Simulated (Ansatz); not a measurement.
Method: PBEsol, no spin polarisation; PAW, plane waves to 420 eV, 3×3×5 (shifted by 0, 0.5, 0 steps) mesh, fermi-dirac occupations (width 0.1 eV) (Ansatz 0.2.0), atoms fixed.

Computed maps in the lattice plane spanned by a (left to right, 7.06 Å, 21 points from zero) and c (bottom to top, 4.11 Å, 12 points from zero), 102° apart, at height 0.774 along b. The fields are smooth PAW ones with compensation charges, not the true ones near nuclei.

Valence density. Digits on a logarithmic scale: 0 up to 0.03 e/Å³, each further digit a factor of 1.6, 9 from 1.3 e/Å³ up:
```
222222334433322212222
221222334543322223332
211222344543323455543
211222334433335678764
321222333333347899975
321222333322368977986
322222222222479856986
322343222222478888975
223998322222468998753
226999323323356776542
225995333333334444322
222332333333322222222
```

ELF. Ten even steps from '0' (0.00) to '9' (1.00):
```
320014641013541000123
122245410001541001111
012355300001421244421
001355300003213788862
102456521132137887885
102455665531168600686
111101356521278300686
110000035420278514883
100895025521168888851
203996036642137887411
201980067764212332112
300000476445421000124
```

The cell is BaLi₂Mg₂Si₂. Which atoms lie within 0.2 Å of this plane, and where (fractions of a and c)?

Ba at (0.78, 0.43), Li at (0.18, 0.17). The whole cell:
```
CELL_PARAMETERS angstrom
6.91560 -0.04716 -1.44206
-0.24957 6.15729 -0.71353
-0.01017 0.15351 4.10889
ATOMIC_POSITIONS crystal
Ba 0.77750 0.77387 0.42591
Mg 0.33928 0.37271 0.00834
Mg 0.41963 0.90548 0.79079
Li 0.07831 0.17525 0.35594
Li 0.17570 0.76403 0.17068
Si 0.94870 0.41180 0.87620
Si 0.66562 0.26763 0.42568
```

Origin: a disordered cell, so it need not be a known compound. Caveats: the k mesh is coarse if the cell is a metal.
